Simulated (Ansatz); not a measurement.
CsSrF3 (cubic perovskite), energy over volume and axial ratio

CsSrF3 (cubic perovskite)

```xyz
5
Lattice="4.7639 0.0000 0.0000 0.0000 4.7639 0.0000 0.0000 0.0000 4.7639" Properties=species:S:1:pos:R:3 pbc="T T T"
Cs     0.0000     0.0000     0.0000
Sr     2.3820     2.3820     2.3820
F      0.0000     2.3820     2.3820
F      2.3820     0.0000     2.3820
F      2.3820     2.3820     0.0000
```

The relaxed cell is deformed in two ways at once: its volume V is scaled, and at that volume it is stretched along z (the c axis of the conventional cell) so that c/a changes. Fractional atomic positions are held.

All values below come from r2SCAN (plane waves to 500 eV, PAW, scalar-relativistic; Ansatz, a first-principles code). k mesh 7×7×7 (Γ-centred), Fermi-Dirac smearing 0.05 eV. The energy includes the smearing's −TS. Compression counts positive. CsSrF3 was relaxed with its symmetry unable to fall. The zero of ΔE is the relaxed starting cell.

ΔE (meV/atom), with V/V₀ across and (c/a)/(c/a)₀ down:

```
(c/a)/(c/a)₀ \ V/V₀  0.960  0.973  0.987  1.000  1.013  1.027  1.040
-------------------  -----  -----  -----  -----  -----  -----  -----
0.960                 12.5    9.2    7.2    6.4    6.6    7.9   10.1
0.973                  8.4    5.3    3.4    2.7    3.2    4.6    6.9
0.987                  6.0    3.0    1.2    0.7    1.2    2.7    5.1
1.000                  5.2    2.2    0.5    0.0    0.5    2.0    4.5
1.013                  5.9    2.9    1.2    0.6    1.1    2.6    5.0
1.027                  8.0    4.9    3.1    2.5    2.9    4.3    6.6
1.040                 11.4    8.2    6.2    5.4    5.7    7.0    9.2
```

σzz − σxx (GPa), with V/V₀ across and (c/a)/(c/a)₀ down:

| (c/a)/(c/a)₀ \ V/V₀ | 0.960 | 0.973 | 0.987 | 1.000 | 1.013 | 1.027 | 1.040 |
|---|---|---|---|---|---|---|---|
| 0.960 | 4.21 | 3.98 | 3.76 | 3.56 | 3.37 | 3.18 | 3.01 |
| 0.973 | 2.73 | 2.58 | 2.43 | 2.30 | 2.17 | 2.05 | 1.94 |
| 0.987 | 1.32 | 1.25 | 1.18 | 1.12 | 1.05 | 1.00 | 0.94 |
| 1.000 | 0.00 | 0.00 | 0.00 | 0.00 | 0.00 | 0.00 | 0.00 |
| 1.013 | -1.26 | -1.18 | -1.12 | -1.05 | -0.99 | -0.94 | -0.89 |
| 1.027 | -2.45 | -2.31 | -2.18 | -2.05 | -1.94 | -1.83 | -1.72 |
| 1.040 | -3.59 | -3.38 | -3.19 | -3.01 | -2.83 | -2.67 | -2.52 |

Derived quantities:

| Quantity | Value |
|---|---|
| Shear modulus C′ = (C11 − C12)/2 (fit, atoms clamped) | 41 GPa |
| Lowest place on the grid | V/V₀ = 1.000, (c/a)/(c/a)₀ = 1.000 (0.0 meV/atom) |
| Highest place on the grid | V/V₀ = 0.960, (c/a)/(c/a)₀ = 0.960 (12.5 meV/atom) |

(Under strain, the slope of the energy per volume gives the stress and its curvature an elastic modulus.)
